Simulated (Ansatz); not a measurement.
Bulk modulus by a P(V) fit from LDA minus that from r²SCAN (% of the latter), each on its own relaxed cell (Ansatz, a first-principles code, plane waves, PAW; no spin–orbit coupling, no Hubbard U), over 32 phases of the class «halides»: what sign and size do you expect?

Mean 21 %, median 18 %, mean absolute 21 %; eight in ten lie between 10 and 36 %, and 100 % are above zero.

Some cases that may be named, with their rank among the 32 from the lowest: ScF3, ReO3 type 8 % (rank 2); TaF3, ReO3 type 10 % (rank 3); SrCl2, fluorite 17 % (rank 15); LiCl, rock salt 17 % (rank 16); Cs2AgBiBr6, Fm-3m (Bi on 4a, Ag on 4b, Cs on 8c, Br on 24e) 34 % (rank 27); AgCl, rock salt 38 % (rank 31).

The phases are those computed here (of each formula those with measured values and the lowest at some level), not a balanced benchmark, and neither functional is the truth. Pairs that end in unlike spin orders or unlike minima (c/a over 6 % apart, 30 % for weakly bound crystals), magnets with 4f shells, solids of gases and phases set aside for tests are left out.

Standing as an ambient phase not checked: ScF3, ReO3 type; TaF3, ReO3 type. Unstable at this level: TaF3, ReO3 type with LDA; TaF3, ReO3 type with r²SCAN. All cells were relaxed under the symmetry of their starts (and spin orders); stability against distortions was not tested throughout. Named crystals with no word on spin ran without spin polarisation. Spin–orbit coupling is left out wherever it is not named.

Potentials: the later of the program's two PAW sets.

Ansatz is a plane-wave DFT program.
